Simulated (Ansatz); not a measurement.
Geometry optimisation in Ansatz: input, command and trajectory.

```yaml
crystal:
  lattice:
    - [-3.8796, 3.8796, 5.65395]
    - [3.8796, -3.8796, 5.65395]
    - [3.8796, 3.8796, -5.65395]
  atoms:
    - { symbol: Cs, position: [0.75, 0.25, 0.5] }
    - { symbol: Cs, position: [0.25, 0.75, 0.5] }
    - { symbol: Au, position: [0.0, 0.0, 0.0] }
    - { symbol: Au, position: [0.5, 0.5, 0.0] }
    - { symbol: Br, position: [0.222, 0.222, 0.444] }
    - { symbol: Br, position: [0.222, 0.778, 0.0] }
    - { symbol: Br, position: [0.778, 0.778, 0.556] }
    - { symbol: Br, position: [0.778, 0.222, 0.0] }
    - { symbol: Br, position: [0.7122, 0.7122, 0.0] }
    - { symbol: Br, position: [0.2878, 0.2878, 0.0] }
basis:
  ecutwfc: 500
kpoints:
  mp_grid: { grid: [6, 6, 6] }
hamiltonian:
  xc: r2scan
scf:
  occupations: { method: gaussian, width: 0.02 }
output:
  forces: true
  stress: true
  eigenvalues: true
relax:
  adjacent_minimum: "off"
  f_tol: 0.01
  max_steps: 40
```

```bash
ansatz run input.yaml --threads 2 --pin off --max-ram 5120MiB --backend cpu --events-out ev --progress --plain --runs-dir out
```

The calculation used Ansatz 0.2.0, DFT r2SCAN, scalar-relativistic, plane waves, PAW.

Of 4 frames 4 are shown, positions in Å and forces in eV/Å; the SCF threshold varies from step to step.

```xyz
10
Lattice="-3.8796 3.8796 5.6540 3.8796 -3.8796 5.6540 3.8796 3.8796 -5.6540" Properties=species:S:1:pos:R:3:forces:R:3 pbc="T T T" step=1 free_energy_over_end_meV_per_atom=7.55
Cs    0.0000    3.8796    2.8270    0.0000    0.0000    0.0000
Cs    3.8796    0.0000    2.8270    0.0000    0.0000    0.0000
Au    0.0000    0.0000    0.0000    0.0000    0.0000    0.0000
Au    0.0000    0.0000    5.6540    0.0000    0.0000    0.0000
Br    1.7225    1.7225    0.0000    0.3990    0.3990    0.0000
Br    2.1571   -2.1571    5.6540   -0.3990    0.3990    0.0000
Br    2.1571    2.1571    5.6540   -0.3990   -0.3990    0.0000
Br   -2.1571    2.1571    5.6540    0.3990   -0.3990    0.0000
Br    0.0000    0.0000    8.0535    0.0000    0.0000    0.3650
Br    0.0000    0.0000    3.2544    0.0000    0.0000   -0.3650
10
Lattice="-3.8796 3.8796 5.6540 3.8796 -3.8796 5.6540 3.8796 3.8796 -5.6540" Properties=species:S:1:pos:R:3:forces:R:3 pbc="T T T" step=2 free_energy_over_end_meV_per_atom=0.16
Cs    0.0000    3.8796    2.8270    0.0000    0.0000    0.0000
Cs    3.8796    0.0000    2.8270    0.0000    0.0000    0.0000
Au    0.0000    0.0000    0.0000    0.0000    0.0000    0.0000
Au    0.0000    0.0000    5.6540    0.0000    0.0000    0.0000
Br    1.7699    1.7699    0.0000   -0.0588   -0.0588    0.0000
Br    2.1097   -2.1097    5.6540    0.0588   -0.0588    0.0000
Br    2.1097    2.1097    5.6540    0.0588    0.0588    0.0000
Br   -2.1097    2.1097    5.6540   -0.0588    0.0588    0.0000
Br    0.0000    0.0000    8.0918    0.0000    0.0000    0.0450
Br    0.0000    0.0000    3.2161    0.0000    0.0000   -0.0450
10
Lattice="-3.8796 3.8796 5.6540 3.8796 -3.8796 5.6540 3.8796 3.8796 -5.6540" Properties=species:S:1:pos:R:3:forces:R:3 pbc="T T T" step=3 free_energy_over_end_meV_per_atom=0.00
Cs    0.0000    3.8796    2.8270    0.0000    0.0000    0.0000
Cs    3.8796    0.0000    2.8270    0.0000    0.0000    0.0000
Au    0.0000    0.0000    0.0000    0.0000    0.0000    0.0000
Au    0.0000    0.0000    5.6540    0.0000    0.0000    0.0000
Br    1.7637    1.7637    0.0000   -0.0007   -0.0007    0.0000
Br    2.1159   -2.1159    5.6540    0.0007   -0.0007    0.0000
Br    2.1159    2.1159    5.6540    0.0007    0.0007    0.0000
Br   -2.1159    2.1159    5.6540   -0.0007    0.0007    0.0000
Br    0.0000    0.0000    8.0958    0.0000    0.0000   -0.0190
Br    0.0000    0.0000    3.2121    0.0000    0.0000    0.0190
10
Lattice="-3.8796 3.8796 5.6540 3.8796 -3.8796 5.6540 3.8796 3.8796 -5.6540" Properties=species:S:1:pos:R:3:forces:R:3 pbc="T T T" step=4 free_energy_over_end_meV_per_atom=0.00
Cs    0.0000    3.8796    2.8270    0.0000    0.0000    0.0000
Cs    3.8796    0.0000    2.8270    0.0000    0.0000    0.0000
Au    0.0000    0.0000    0.0000    0.0000    0.0000    0.0000
Au    0.0000    0.0000    5.6540    0.0000    0.0000    0.0000
Br    1.7634    1.7634    0.0000    0.0001    0.0001    0.0000
Br    2.1162   -2.1162    5.6540   -0.0001    0.0001    0.0000
Br    2.1162    2.1162    5.6540   -0.0001   -0.0001    0.0000
Br   -2.1162    2.1162    5.6540    0.0001   -0.0001    0.0000
Br    0.0000    0.0000    8.0939    0.0000    0.0000    0.0009
Br    0.0000    0.0000    3.2140    0.0000    0.0000   -0.0009
```

It took 2.9 min on 2 threads of Arm Neoverse V1 (shared host), peak memory 1.8 GiB.

Spin–orbit coupling is left out, which can shift energies with elements as heavy as these.